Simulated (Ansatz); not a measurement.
Ansatz (a quantum-chemistry and plane-wave program) input:

Ansatz 0.2 input:
```yaml
crystal:
  lattice:
    - [-1.7574400998, 3.0631258488, 3.6737406876]
    - [1.7574400998, -3.0631258488, 3.6737406876]
    - [1.7574400998, 3.0631258488, -3.6737406876]
  atoms:
    - { symbol: Mg, position: [0.0, 0.0, 0.0] }
    - { symbol: Al, position: [0.5, 0.5, 0.0] }
    - { symbol: F, position: [0.257552894, 0.257552894, 0.0] }
    - { symbol: F, position: [0.742447106, 0.742447106, 0.0] }
    - { symbol: F, position: [0.5, 0.0, 0.5] }
    - { symbol: F, position: [0.2021119635, 0.5, 0.7021119635] }
    - { symbol: F, position: [0.7978880365, 0.5, 0.2978880365] }
kpoints:
  mp_grid: { grid: [9, 9, 9] }
hamiltonian:
  xc: r2scan
  pseudopotentials: { kind: paw }
scf:
  occupations: { method: fixed }
checkpoint: { read: static.run }
output: { bader: true, populations: true }
```

Output (shortened):

```
Pseudopotential: Mg, paw, valence charge 10
Pseudopotential: Al, paw, valence charge 3
Pseudopotential: F, paw, valence charge 7
Functional definition: r2SCAN
Crystal: 7 atoms, lattice volume = 79.107 Å³
Basis set: ecut = 500 eV, 2013 PW (Γ), exchange–correlation on 160×160×160 points (64 copies of the dense FFT grid, shifted against one another)
Bands: 31, of which v1, the nominal top of the filled ones, is band 24 counted from 1 (23 counted from 0)
Symmetry: 8 space group operations
Space group: Immm (ITA 71), of the structure as read, at distance tolerance 4.3e-5 Å
k-points: 125 of 729
Stability of the state it starts from, as read at its close in the unpolarized treatment …
iter 1 solved again at ethr=3.82e-8 eV; its pass at ethr=3.10e-3 eV (dr2=1.83e-5 eV) is discarded
SCF iter   1: F=—  HF=-6527.759146 eV  |F-HF|=—  |Δ(HF+E_count)|=         —  Δρ=3.80e-7  dr2=5.18e-11  dr2_τ=1.86e-11  ethr=3.82e-8  ⟨swp⟩=3.8  Hψ=25751  notcnv=0  defer=623
preconditioner: auto → none
SCF iter   2: F=-6527.759146 eV  HF=-6527.759146 eV  |F-HF|=2.00e-11  |Δ(HF+E_count)|=   3.85e-7  Δρ=3.13e-7  dr2=4.11e-11  dr2_τ=1.16e-11  ethr=1.00e-12  ⟨swp⟩=11.3  Hψ=21397  notcnv=0
SCF 1 converged in 2 iterations: F = -6527.759146 eV  dr2 = 4.11e-11
SCF converged after 2 iterations
Free energy (F): -6527.759146 eV
Harris-Foulkes:  -6527.759146 eV  (|F-HF|=2.00e-11)
Internal energy: -6527.759146 eV  (E = F + TS)
E sigma→0 (E₀):  -6527.759146 eV
Fermi energy:    0.907185 eV
--- Per-component energies (eV) ---
  E_band       = -622.607699
  E_kinetic    = 1152.633788
  E_local      = -4704.323717  (includes V_loc(G=0)·N_el)
  E_nonlocal   = 468.342647
  E_hartree    = 1734.055375
  E_xc         = -463.782350
  E_vxc        = -657.352931  (∫ρ·V_xc dr)
  E_paw        = -1787.260156  (= ΣΔE_a)
  E_vpaw       = -397.397902  (= ΣTr[D̂ρ^β])
  E_aug_tail   = 0.005333  (compensation charges beyond the density's cutoff)
  E_vtau       = 47.374575  (kinetic-family band-sum trace: ∫τ·v_τ [+ j·A + Jᵃ·Aᵃ] dr)
  E_ewald      = -2927.186791
  E_core_change = -0.243274  (= ΣΔE_core)
  E_smearing   =  0.000000  (= −TS)
  E_closure    = 0.000000  (closes the sum)
  Σ components = -6527.759146   (vs F -6527.759146, Δ=0.00e0)
  [band-id]    e_kinetic+e_local+e_nonlocal+2·e_hartree+e_vxc+e_vpaw+e_augmentation_tail+e_vtau = -622.607458   (vs E_band -622.607699, Δ=2.41e-4)
--- Band table (eV; the first three rows and the last of 125) ---
  k-point 0: bands = ["-73.0552", "-38.2232", "-38.1505", "-38.1244", "-22.2568", "-20.9338", "-20.6523", "-20.3446", "-20.1964", "-4.1151", "-3.8357", "-3.0103", "-2.4848", "-1.7589", "-1.2783", "-1.0599", "-1.0237", "-0.8679", "-0.6445", "-0.1328", …
  k-point 1: bands = ["-73.0552", "-38.2230", "-38.1516", "-38.1243", "-22.2149", "-20.9528", "-20.6491", "-20.3442", "-20.2034", "-4.5223", "-3.3750", "-2.9463", "-2.5187", "-1.7160", "-1.3580", "-1.2940", "-1.1049", "-0.9767", "-0.4784", "-0.0240", …
  k-point 2: bands = ["-73.0551", "-38.2223", "-38.1547", "-38.1242", "-22.1038", "-20.9822", "-20.6645", "-20.3429", "-20.2219", "-4.8922", "-2.9728", "-2.7693", "-2.5917", "-1.7514", "-1.5882", "-1.4167", "-1.3195", "-0.9761", "-0.3943", "-0.1186", …
  k-point 124: bands = ["-73.0552", "-38.2230", "-38.1516", "-38.1244", "-22.1557", "-20.8445", "-20.6620", "-20.3944", "-20.3520", "-4.3565", "-2.9676", "-2.5959", "-2.5812", "-2.2487", "-1.1866", "-1.0813", "-1.0220", "-0.6165", "-0.4329", "-0.3953", …
--- Löwdin populations: 7 sites ---
  site symbol       q [e]
     0     Mg      8.2811
     1     Al      1.4773
     2      F      7.6352
     3      F      7.6352
     4      F      7.4976
     5      F      7.6317
     6      F      7.6317
  spilling = 0.004381 (of n_electrons = 48.000000)
--- Bader charges: 7 sites ---
  site symbol  charge [e]  shift [e]
     0     Mg      1.8148     0.0047
     1     Al      2.6498     0.0022
     2      F     -0.8869     0.0012
     3      F     -0.8869     0.0012
     4      F     -0.8982     0.0008
     5      F     -0.8963     0.0005
     6      F     -0.8963     0.0005
  shift: an alarm, by how much a part of what the PAW files miss would move the charge. Where it is large, compare
  with a run on PAW files of another source; a small one proves nothing
  estimated error of the sums over rays = 5.5e-4 e
```

Cost: very roughly 120 core-seconds on shared cores.

The workflow started from an entry of the Crystallography Open Database (COD). Whether it is the stable phase at ambient conditions was not checked. The cell was relaxed with r²SCAN under the symmetry of its start; its stability against distortions is not shown here.

Potentials: the later of the program's two PAW sets.

Ansatz is a plane-wave DFT program.
